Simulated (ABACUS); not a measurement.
Input and output of a self-consistent single point for TePb (C2/m, 2 atoms in the cell; from Materials Project mp-19717, changed as shown) (ABACUS).

Level of theory: PBE, PseudoDojo 0.5 standard norm-conserving PBE (tails mended) pseudopotentials (plane waves; ABACUS).

The change in words: lattice vector a scaled by 1.01. Reference geometry (Fm-3m):
```
TePb
1.0
    0.00000     3.27089     3.27089
    3.27089     0.00000     3.27089
    3.27089     3.27089     0.00000
Te Pb
1 1
Cartesian
  0.00000   0.00000   0.00000
  3.27089   3.27089   3.27089
```

Reference input (self-consistent single point, DFT, PBE, plane waves, PseudoDojo 0.5 standard norm-conserving PBE (tails mended) pseudopotentials): KPT = Gamma 6 6 6 0 0 0; basis_type = pw; dft_functional = PBE; ecutwfc = 82.3 Ry; smearing_method = gaussian; smearing_sigma = 0.00146997 Ry; potentials = PseudoDojo 0.5 standard norm-conserving PBE (tails mended); symmetry = 1; symmetry_prec = 1e-05; ks_solver = dav_subspace; scf_nmax = 100; scf_thr = 1.0e-09 Ry. This run's input differs from it in these lines:

```diff
@@ -27,3 +27,3 @@
 LATTICE_VECTORS
-   0.0000000000    3.2708950000    3.2708950000
+   0.0000000000    3.3036040000    3.3036040000
    3.2708950000    0.0000000000    3.2708950000
```

Log, with long lists cut:

```
 SELF-CONSISTENT
 -------------------------------------------
                                 init_chg = atomic

 PW ALGORITHM --------------- ION=   1  ELEC=   1--------------------------------

 Notice: Threshold on eigenvalues was too large.

 Density error is 0.0388748835443
                          Error Threshold = 0.000131113168534
 E_KohnSham     -349.3894497470      -4753.6873376433
 E_Fermi        0.6285119979         8.5513444335

 PW ALGORITHM --------------- ION=   1  ELEC=   2--------------------------------

 Density error is 0.00696978266671
                          Error Threshold = 0.000129582945148
   [... lines left out ...]

 Density error is 6.44843703865e-09
                          Error Threshold = 3.60077094577e-10
 E_KohnSham     -349.4011932166      -4753.8471157442
 E_Fermi        0.6429896983         8.7483236519

 PW ALGORITHM --------------- ION=   1  ELEC=   7--------------------------------

 Density error is 1.78538887507e-10
                          Error Threshold = 2.14947901288e-11
 E_KohnSham     -349.4011932192      -4753.8471157801
 E_KS(sigma->0) -349.4011932192      -4753.8471157801
 E_entropy(-TS) -0.0000000000        -0.0000000000
 E_Fermi        0.6429985773         8.7484444567
 charge density convergence is achieved
 final etot is -4753.8471158 eV
 EFERMI = 8.7484444567 eV

 STATE ENERGY(eV) AND OCCUPATIONS    NSPIN == 1
   [... 22 lines left out ...]

 TOTAL-FORCE (eV/Angstrom)
                       Te1         0.0000000000         0.0000000000         0.0000000000
                       Pb1         0.0000000000         0.0000000000         0.0000000000

 TOTAL-STRESS (KBAR)
         3.4660332355         0.7061763012         0.7061763012
         0.7061763012        -1.5005097905        -1.4134313123
         0.7061763012        -1.4134313123        -1.5005097905
 TOTAL-PRESSURE: 0.155005 KBAR

 --------------------------------------------
 !FINAL_ETOT_IS -4753.8471157800904621 eV
 --------------------------------------------
```

The run converged in 7 iterations. Against the reference run the free energy stays essentially unchanged (within 1 meV/atom), the pressure goes from 0.41 to 0.02 GPa and the gap on the mesh goes from 0.809 to 0.760 eV.

Spin-orbit coupling is left out, which matters for bands and gaps with elements this heavy. The structure comes from a collection of computed structures, made at another level of theory; the collection holds predicted forms beside known ones.

Cost on one core: very roughly 2.3 core-minutes.

“Tails mended”: in these copies of the files the far tail of each local potential was reset to the Coulomb form.
